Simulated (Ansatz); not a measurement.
SiSe₂:
```
SiSe2
1.0
   -2.92973     4.74192     2.91905
    2.92973    -4.74192     2.91905
    2.92973     4.74192    -2.91905
Si Se
2 4
Cartesian
  0.00000   0.00000   1.45952
  0.00000   0.00000   4.37857
 -1.62506   3.54378   2.91905
  4.55479   1.19814   0.00000
  1.30468   1.19814   2.91905
  1.62506   3.54378   0.00000
```

Cartesian axes are those of the cell as given.

Question: Give the high-frequency dielectric tensor and the Born effective charge tensors of the independent atoms from DFPT, PBE+D3(BJ) in the plane-wave PAW code Ansatz.

Answer: 
ε∞:
```
4.64  0.00  0.00
0.00  5.10  0.00
0.00  0.00  6.99
```
Z* of atom 1 (Si), rows: field, columns: displacement, in e:
```
1.34  0.00  0.00
0.00  1.38  0.00
0.00  0.00  4.29
```
Z* of atom 3 (Se), rows: field, columns: displacement, in e:
```
-0.67   0.23   0.00
 0.36  -0.69   0.00
 0.00   0.00  -2.15
```

Static charges for comparison (Bader): Si1 +2.02, Se3 -1.01 e. Born charges measure polarisation by displacement and can exceed these by far.

Space group Ibam. The cell was relaxed with PBE+D3(BJ) under the symmetry of its start. Scalar-relativistic: spin–orbit coupling is off unless named, which matters more the heavier the elements.

Potentials: the later of the program's two PAW sets.
